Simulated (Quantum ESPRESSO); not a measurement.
# Planted mistakes on one cell of Ti3GaO7F

Calculated results; nothing here was measured. They come from pw.x of Quantum ESPRESSO 7.5, a plane-wave density functional program, with PseudoDojo standard norm-conserving files (v0.5 for PBE, v0.4.1 for LDA and PBEsol). The cells are made up: elements, strain and atom displacements were drawn at random, and nothing was relaxed. There is no spin polarisation, spin-orbit coupling or dispersion term.

The cell has 12 sites of a fluorite lattice. Sites 1 to 4 hold Ti Ti Ti Ga; sites 5 to 12 hold O F O O O O O O. Cell vectors in Å: (4.765, -0.033, 0.007); (-0.033, 4.705, -0.038); (0.007, -0.038, 4.824). Settings: PBE, cutoff 1143 eV, 5 x 5 x 5 k mesh shifted by half a step, Fermi-Dirac smearing of 0.025 eV.

The intended run has a self-consistency threshold of 1e-07 eV, a smearing term of 0.000 eV, a pressure of 14.74 GPa and 20 iterations. Each further run changes one thing: all lengths scaled by 1.0081; atoms of sites 6 and 8 exchanged; cutoff 670 eV; files of LDA; k mesh 2 x 2 x 2; one electron removed; smearing 0.72 eV; threshold 0.03 eV. A coarse mesh keeps the shift, and a charged cell sits in a uniform background.

| run | change of free energy (eV) | smearing term -TS (eV) | change of P (GPa) | largest change of a force component (eV/Å) | iterations |
| --- | --- | --- | --- | --- | --- |
| A | -0.189 | 0.000 | -6.65 | 0.088 | 28 |
| B | -0.426 | 0.000 | -0.85 | 0.150 | 32 |
| C | 0.097 | 0.000 | 0.12 | 3.557 | 25 |
| D | 9.288 | 0.000 | -16.07 | 0.112 | 27 |
| E | -2.042 | -5.703 | 5.87 | 0.822 | 20 |
| F | 0.022 | 0.000 | 1.25 | 0.049 | 11 |
| G | 14.781 | 0.000 | -123.45 | 0.261 | 21 |
| H | -11.926 | -0.011 | -26.39 | 0.606 | 25 |

A rerun of the intended cell at 1437 eV and k mesh 7 x 7 x 7 moved values by no more than 0.002 eV in the cell's energy, 0.06 GPa in stress and 0.004 eV/Å in force.

Question: which change belongs to which run?

## Worked reading

Run F has the fewest iterations, as a run stopped early does. Run E has the largest smearing term, as wide smearing gives. Run G has a higher energy and the largest fall in pressure, as too small a basis gives. Run A changes the volume by a factor of 1.0245; minus its pressure change over the logarithm of that factor, 275 GPa, is a rough bulk modulus with clamped atoms. Energies from files of another functional, or of a charged cell, have another zero and say nothing on stability; the pressure of a charged cell rests on the program's zero of potential too.

## Key

```
run,change
A,all lengths scaled by 1.0081
B,k mesh 2 x 2 x 2
C,atoms of sites 6 and 8 exchanged
D,files of LDA
E,smearing 0.72 eV
F,threshold 0.03 eV
G,cutoff 670 eV
H,one electron removed
```